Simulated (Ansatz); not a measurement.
Theory: Ansatz, DFT PBE, scalar-relativistic, plane waves, PAW. All cells share a 420 eV cutoff and Γ-centred k meshes spaced at most about 0.3 Å⁻¹ (about 0.25 or finer for metals, 2π included). No spin polarisation in the final relaxations.

These are static total energies at zero pressure.

Two relaxed structures of In2SnTe2:

A.

```cif
data_structure
_symmetry_space_group_name_H-M 'P6mm'
_symmetry_Int_Tables_number 183
_cell_length_a 5.4178
_cell_length_b 5.4178
_cell_length_c 6.3546
_cell_angle_alpha 90.000
_cell_angle_beta 90.000
_cell_angle_gamma 120.000
_cell_volume 161.53
loop_
_atom_site_label
_atom_site_type_symbol
_atom_site_symmetry_multiplicity
_atom_site_Wyckoff_symbol
_atom_site_fract_x
_atom_site_fract_y
_atom_site_fract_z
_atom_site_occupancy
In1 In 2 b 0.33333 0.66667 0.43251 1
Sn1 Sn 1 a 0.00000 0.00000 0.20963 1
Te1 Te 2 b 0.33333 0.66667 0.93047 1
```

B.

```cif
data_structure
_symmetry_space_group_name_H-M 'P-3m1'
_symmetry_Int_Tables_number 164
_cell_length_a 4.4738
_cell_length_b 4.4738
_cell_length_c 9.8098
_cell_angle_alpha 90.000
_cell_angle_beta 90.000
_cell_angle_gamma 120.000
_cell_volume 170.04
loop_
_atom_site_label
_atom_site_type_symbol
_atom_site_symmetry_multiplicity
_atom_site_Wyckoff_symbol
_atom_site_fract_x
_atom_site_fract_y
_atom_site_fract_z
_atom_site_occupancy
In1 In 2 d 0.66667 0.33333 0.61966 1
Sn1 Sn 1 a 0.00000 0.00000 0.00000 1
Te1 Te 2 d 0.66667 0.33333 0.19104 1
```

**Question.** Which is lower in energy, and by how much?

**Answer.** B is lower, by 291 meV/atom. A has space group P6mm (No. 183), 32.3 Å³/atom and no gap on its mesh; B has space group P-3m1 (No. 164), 34.0 Å³/atom and no gap. Counting Te atoms around In and Sn (those within 1.25 times the shortest such distance or 1.15 times the sum of covalent radii; the shortest distance is added where it is long for a bond), A has In 2, Sn 6 from 3.6 Å and B has In 3, Sn 6. The lower one is the more open, so pressure narrows the difference. Both come from invented guesses.

Spin–orbit coupling, which can matter for Te, is left out. Cells relaxed within their symmetry can be saddle points.
